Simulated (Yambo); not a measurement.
G0W0@PBEsol for NaVO2F2 (space group P2_1, No. 4) in Yambo. Reference settings: 2×4×2 Γ-centred k mesh, bands 5 to 194 and a 6 Ry block in the screening, 194 bands in G with the Bruneval-Gonze terminator, plasmon pole fitted at 27.2 eV. The PBEsol gap (0, 0.25, -0.5) → (-0.5, 0, 0) on this mesh is 2.07 eV; G0W0 gaps are taken between the same points.

The settings were changed. The gap went from 4.24 eV to 4.36 eV, and the shift of the valence edge from -0.52 eV to -0.15 eV.

Task: What was changed between the two runs?
A. 135 bands in W, 135 bands in G
B. 3 Ry block
C. no terminator
D. 135 bands in G, no terminator

Result: D, 135 bands in G, no terminator. The others gave (gap, valence shift): 135 bands in W, 135 bands in G: 4.23, -0.46 eV; no terminator: 4.38, -0.31 eV; 3 Ry block: 4.69, -0.62 eV.

Geometry of the Materials Project entry, not relaxed at this level; primitive cell a = 6.5629 Å, b = 3.5755 Å, c = 7.3216 Å, α = γ = 90.00°, β = 110.05°.

The runs are not spin-polarised; magnetic order was not tried.

A shift is the quasiparticle energy of the state minus its PBEsol energy.
